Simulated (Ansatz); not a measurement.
BP (zinc blende, F-43m), DFT-LDA in the program Ansatz with PAW potentials. The conduction-band minimum lies on the Γ–X line, 83 % of the way from Γ, with 6 equivalent valleys. Second derivatives d²E/dk² of the lowest band at one valley (eV·Å²), along Cartesian directions:

```json
[
 {"direction": "[100]", "d²E/dk²": "6.009"},
 {"direction": "[010]", "d²E/dk²": "34.00"},
 {"direction": "[001]", "d²E/dk²": "34.00"},
 {"direction": "[110]", "d²E/dk²": "20.01"},
 {"direction": "[101]", "d²E/dk²": "20.01"},
 {"direction": "[011]", "d²E/dk²": "33.91"}
]
```

Problem. Find the principal effective masses, the density-of-states mass and the conductivity mass.

Solution. Off-diagonal terms follow from H_xy = H[110] − (H_xx + H_yy)/2, and m*/mₑ = 7.620 eV·Å² over each eigenvalue: 0.22, 0.22, 1.3. One valley's DOS mass (m₁m₂m₃)^(1/3) = 0.40, conductivity mass 3/(Σ 1/mᵢ) = 0.31 mₑ.

Problem. What effective density of states Nc follows at 300 K for parabolic valleys?

Solution. Nc = 2.509e19 × 6 × (0.40)^(3/2) ≈ 3.8e19 cm⁻³.

Problem. With the computed static dielectric constant 9.35 (mean of the diagonal), estimate a hydrogenic donor's binding energy and radius.

Solution. E = 13.606 eV × 0.31/9.35² ≈ 48 meV; a = 0.529 Å × ε/m* ≈ 16 Å. Semilocal masses tend to be too small when the gap is underestimated.

Problem. With ε∞ = 9.18 and ω_LO = 828 cm⁻¹, what Fröhlich coupling constant follows?

Solution. α = (1/ε∞ − 1/ε0) √(m* × 13.606 eV/ħω_LO) = 0.012.

The LDA relaxation kept the symmetry of its start.

Potentials: the earlier of the program's two PAW sets. The files were generated under PBE; for other functionals the program regenerates the frozen cores, and for LDA and PBEsol the local potential too.
